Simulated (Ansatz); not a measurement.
input.yaml (Ansatz)

```yaml
crystal:
  lattice:
    - [2.6988733431, 0.0, 0.0]
    - [-1.3494366715, 2.3372928767, 0.0]
    - [0.0, 0.0, 4.8412187627]
  atoms:
    - { symbol: V, position: [0.3333333333, 0.6666666667, 0.25], spin: 1.0 }
    - { symbol: V, position: [0.6666666667, 0.3333333333, 0.75], spin: 1.0 }
hamiltonian:
  xc: r2scan
  pseudopotentials:
    kind: paw
    azcp:
      V: "pseudopotentials/V.paw.azcp"
basis:
  ecutwfc: 500
  fft_grid_basis: typed
kpoints:
  mp_grid: { grid: [23, 23, 11], shift: [0, 0, 0] }
magnetization:
  spin_polarized: true
scf:
  occupations: { method: fermi_dirac, width: 0.05 }
output:
  stress: true
```

Terminal output

```
Engine: ansatz 0.2.0, aarch64-unknown-linux-gnu
Pseudopotentials: kind: paw
Pseudopotential: V, paw, valence charge 13, recommended cutoff 500 eV (meta_gga) 
Functional definition: r2SCAN
  parameter k0 = 0.174
  parameter k1 = 0.065
  parameter a1 = 4.9479
  exchange = r2scan_x(k0 = k0, k1 = k1, a1 = a1)
  correlation = r2scan_c
Crystal: 2 atoms, lattice volume = 30.539 Å³
Basis set: ecut = 500 eV, 761 PW (Γ), exchange–correlation on 80×80×144 points (64 copies of the dense FFT grid, shifted against one another)
Bands: 18, of which v1, the nominal top of the filled ones, is band 13 counted from 1 (12 counted from 0)
Symmetry: 24 space group operations
Space group: P63/mmc (ITA 194), of the structure as read, at distance tolerance 3.1e-5 Å
Magnetic group: BNS 194.263 (UNI 1493), of the structure as read, at distance tolerance 3.1e-5 Å
k-points: 336 of 5819
Non-local potential: V, projectors of the file, l = 0: 3, l = 1: 2, l = 2: 3, l = 3: 1
PAW form: soft (Blöchl's): semilocal exchange-correlation on the pseudo side does not see the compensation charge
PAW frozen core: V, regenerated for the run's functional (the file was generated under x = pbe(κ = 0.804, μ = 0.2195149727645171), c = pbe(β = 0.06672455060314922))
PAW one-centre angular grid: V, 590 points (default); XC on 160 Gauss nodes
Initial density: superposition of atomic densities (chi_scale 0.1, normalization cell)
Starting moments: Σ|m| = 2 μB on 2 of 2 sites
Initial wavefunctions: pseudopotential atomic-orbital guess
Functional: x = r2scan, c = r2scan; τ floored in thin density (d = 2e-4 eV/Å³)
SCF iter   1: F=—  HF=-5834.413886 eV  |F-HF|=—  |Δ(HF+E_count)|=         —  Δρ=6.13e-2 (↑6.13e-2 ↓3.19e-2)  dr2=2.35e0  dr2_τ=1.04e-2  dr2_m=7.51e-2  M=1.783 μB ∫|m|=1.783 μB  β_m=1.00  ethr=3.10e-3  ⟨swp⟩=3.7  Hψ=44334  notcnv=0
Mixer restart at iter 1: flushing history
SCF iter   2: F=—  HF=-5833.452147 eV  |F-HF|=—  |Δ(HF+E_count)|=   9.62e-1  Δρ=2.62e-2 (↑2.45e-2 ↓2.62e-2)  dr2=7.28e-1  dr2_τ=3.81e-3  dr2_m=2.53e-3  M=1.819 μB ∫|m|=1.822 μB  β_m=1.00  ethr=3.10e-3  ⟨swp⟩=2.8  Hψ=27566  notcnv=0  defer=11  κ⁻¹=1.0e0(r=1)
SCF iter   3: F=—  HF=-5833.187294 eV  |F-HF|=—  |Δ(HF+E_count)|=   2.65e-1  Δρ=9.38e-3 (↑9.38e-3 ↓7.81e-3)  dr2=3.56e-2  dr2_τ=1.38e-3  dr2_m=9.52e-4  M=1.841 μB ∫|m|=1.848 μB  β_m=1.00  ethr=2.80e-3  ⟨swp⟩=2.7  Hψ=21707  notcnv=0  defer=11  κ⁻¹=5.7e-2(r=2)
SCF iter   4: F=—  HF=-5833.321069 eV  |F-HF|=—  |Δ(HF+E_count)|=         —  Δρ=6.17e-3 (↑5.66e-3 ↓6.17e-3)  dr2=1.27e-2  dr2_τ=5.27e-4  dr2_m=1.61e-3  M=1.756 μB ∫|m|=1.762 μB  β_m=1.00  ethr=1.37e-4  ⟨swp⟩=2.3  Hψ=22207  notcnv=0  defer=7
Mixer restart at iter 4: flushing history
SCF iter   5: F=—  HF=-5833.374601 eV  |F-HF|=—  |Δ(HF+E_count)|=   5.35e-2  Δρ=4.34e-3 (↑3.99e-3 ↓4.34e-3)  dr2=6.01e-3  dr2_τ=2.56e-4  dr2_m=6.25e-4  M=1.707 μB ∫|m|=1.712 μB  β_m=1.00  ethr=4.90e-5  ⟨swp⟩=2.6  Hψ=18124  notcnv=0  defer=7  κ⁻¹=1.0e0(r=1)
SCF iter   6: F=—  HF=-5833.434312 eV  |F-HF|=—  |Δ(HF+E_count)|=   5.97e-2  Δρ=1.31e-3 (↑1.09e-3 ↓1.31e-3)  dr2=4.87e-4  dr2_τ=1.33e-5  dr2_m=1.23e-5  M=1.614 μB ∫|m|=1.618 μB  β_m=1.00  ethr=2.31e-5  ⟨swp⟩=2.1  Hψ=22861  notcnv=0  defer=7  κ⁻¹=4.1e-3(r=2)
SCF iter   7: F=—  HF=-5833.437973 eV  |F-HF|=—  |Δ(HF+E_count)|=   3.66e-3  Δρ=6.15e-4 (↑5.25e-4 ↓6.15e-4)  dr2=1.12e-4  dr2_τ=3.01e-6  dr2_m=1.51e-6  M=1.612 μB ∫|m|=1.614 μB  β_m=1.00  ethr=1.87e-6  ⟨swp⟩=2.0  Hψ=21628  notcnv=0  defer=7  κ⁻¹=2.4e-3(r=3)
SCF iter   8: F=—  HF=-5833.438508 eV  |F-HF|=—  |Δ(HF+E_count)|=   5.36e-4  Δρ=1.80e-4 (↑1.58e-4 ↓1.80e-4)  dr2=9.29e-6  dr2_τ=2.35e-7  dr2_m=4.49e-7  M=1.616 μB ∫|m|=1.618 μB  β_m=1.00  ethr=4.29e-7  ⟨swp⟩=2.0  Hψ=21010  notcnv=0  defer=7  κ⁻¹=3.9e-4(r=4)
SCF iter   9: F=—  HF=-5833.438506 eV  |F-HF|=—  |Δ(HF+E_count)|=   2.07e-6  Δρ=8.67e-5 (↑8.67e-5 ↓6.04e-5)  dr2=1.26e-6  dr2_τ=9.51e-8  dr2_m=9.65e-7  M=1.614 μB ∫|m|=1.617 μB  β_m=1.00  ethr=3.57e-8  ⟨swp⟩=2.0  Hψ=20898  notcnv=0  defer=7  κ⁻¹=5.4e-5(r=5)
SCF iter  10: F=—  HF=-5833.438519 eV  |F-HF|=—  |Δ(HF+E_count)|=   1.26e-5  Δρ=7.80e-5 (↑7.80e-5 ↓5.86e-5)  dr2=6.67e-7  dr2_τ=6.33e-8  dr2_m=1.02e-6  M=1.612 μB ∫|m|=1.615 μB  β_m=1.00  ethr=4.85e-9  ⟨swp⟩=2.0  Hψ=20938  notcnv=0  defer=7  κ⁻¹=7.7e-6(r=6)
SCF iter  11: F=—  HF=-5833.438528 eV  |F-HF|=—  |Δ(HF+E_count)|=   9.60e-6  Δρ=2.99e-5 (↑2.99e-5 ↓2.84e-5)  dr2=1.87e-7  dr2_τ=8.29e-9  dr2_m=1.44e-7  M=1.608 μB ∫|m|=1.611 μB  β_m=1.00  ethr=2.56e-9  ⟨swp⟩=2.0  Hψ=21237  notcnv=0  defer=7  κ⁻¹=1.6e-6(r=7)
SCF iter  12: F=—  HF=-5833.438529 eV  |F-HF|=—  |Δ(HF+E_count)|=   1.11e-6  Δρ=1.15e-5 (↑1.15e-5 ↓1.05e-5)  dr2=4.20e-8  dr2_τ=1.28e-9  dr2_m=1.56e-8  M=1.606 μB ∫|m|=1.609 μB  β_m=1.00  ethr=7.19e-10  ⟨swp⟩=2.0  Hψ=21139  notcnv=0  defer=7  κ⁻¹=7.8e-7(r=8)
SCF iter  13: F=—  HF=-5833.438530 eV  |F-HF|=—  |Δ(HF+E_count)|=   3.79e-7  Δρ=4.32e-6 (↑4.32e-6 ↓3.68e-6)  dr2=3.95e-9  dr2_τ=1.90e-10  dr2_m=2.64e-9  M=1.605 μB ∫|m|=1.608 μB  β_m=1.00  ethr=1.62e-10  ⟨swp⟩=2.0  Hψ=21242  notcnv=0  defer=7  κ⁻¹=2.0e-7(r=8)
SCF iter  14: F=-5833.438530 eV  HF=-5833.438530 eV  |F-HF|=3.83e-9  |Δ(HF+E_count)|=   1.71e-7  Δρ=1.43e-6 (↑1.43e-6 ↓1.06e-6)  dr2=7.66e-10  dr2_τ=1.93e-11  dr2_m=1.37e-10  M=1.605 μB ∫|m|=1.608 μB  ethr=1.52e-11  ⟨swp⟩=1.1  Hψ=37050  notcnv=0
SCF 1 converged in 14 iterations: F = -5833.438530 eV  dr2 = 7.66e-10
this state was not tested for a lower state beside it, because the mixer in use, unlike msr1, does not test its closes by its own steps (another_mixer; see scf.mixing.algorithm and scf.lower_state_search)
SCF converged after 14 iterations
Magnetization: 1.6054 μB (13.8027 up, 12.1973 down)
Absolute magnetization: 1.6078 μB (∫|ρ↑−ρ↓|, with the PAW one-centre terms)
Spin contamination: 0.0156 ħ² per cell (⟨S²⟩ above its minimum at these occupations)
Per-site moments (μB) at R_I (Å): [(0.6857949620978544, 1.1132852540236926), (0.6857949620978544, 1.1132852540236926)]
Free energy (F): -5833.438530 eV
Harris-Foulkes:  -5833.438530 eV  (|F-HF|=3.83e-9)
Internal energy: -5833.412791 eV  (E = F + TS)
E sigma→0 (E₀):  -5833.425660 eV
Entropy (-TS):   -0.025739 eV (-12.870 meV/atom)
Fermi energy:    14.613476 eV
--- Per-component energies (eV) ---
  E_band       = -378.553470
  E_kinetic    = 666.707047
  E_local      = -1967.005437  (includes V_loc(G=0)·N_el)
  E_nonlocal   = -91.333183
  E_hartree    = 880.807660
  E_xc         = -251.207830
  E_vxc        = -365.635380  (∫ρ·V_xc dr)
  E_paw        = -2241.585436  (= ΣΔE_a)
  E_vpaw       = -407.438381  (= ΣTr[D̂ρ^β])
  E_aug_tail   = 0.000348  (compensation charges beyond the density's cutoff)
  E_vtau       = 24.537732  (kinetic-family band-sum trace: ∫τ·v_τ [+ j·A + Jᵃ·Aᵃ] dr)
  E_ewald      = -2829.264397
  E_core_change = -0.531562  (= ΣΔE_core)
  E_smearing   = -0.025739  (= −TS)
  E_closure    = 0.000000  (closes the sum)
  Σ components = -5833.438530   (vs F -5833.438530, Δ=0.00e0)
--- Stress (GPa, compression-positive) ---
      -13.383969      -0.000000      -0.000000
       -0.000000     -13.383969      -0.000000
        0.000000      -0.000000     -15.152768
  P = ⅓ Tr σ = -13.9736 GPa (-139.736 kbar)
```
